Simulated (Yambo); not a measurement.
Yambo run on AgBr (rock salt, space group Fm-3m, No. 225). The wavefunctions are norm-conserving PBEsol (Quantum ESPRESSO, 82 Ry, with spin-orbit coupling) ones on a 4×4×4 mesh (26 occupied bands); a = 4.013 Å, b = 4.013 Å, c = 4.013 Å, α = 60.00°, β = 60.00°, γ = 60.00°.

Yambo input:

```
rim_cut
gw0
dyson
el_el_corr
HF_and_locXC
cohsex
em1s
RandQpts= 1000000
RandGvec= 1 Ry
EXXRLvcs= 82 Ry
VXCRLvcs= 328 Ry
Chimod= "HARTREE"
% BndsRnXs
 9 | 184 |
%
NGsBlkXs= 8 Ry
% LongDrXs
 1.0 | 1.0 | 1.0 |
%
ExtendOut
% QPkrange
 1 | 1 | 26 | 27 |
 3 | 3 | 26 | 26 |
%
```

k points by index: 1 = Γ, 3 = L.

The o-*.qp file then holds:

```
#    K-point    Band    Eo [eV]    E [eV]    E-Eo [eV]    Vxc [eV]    Vnlxc [eV]    Sc|Eo [eV]    Re(Z)    Im(Z)
#
    1    26    -1.975212    -4.969172    -2.993959    -13.15186    -16.54077    0.394950    1.000000    0.000000
    1    27    0.414742    -0.687813    -1.102555    -10.98865    -6.784934    -5.306268    1.000000    0.000000
    3    26    0.000000    -2.642102    -2.642102    -19.50062    -23.67605    1.533325    1.000000    0.000000
```
(The two width columns are left out.) Convergence of these settings isn't established.

Geometry relaxed with PBEsol.
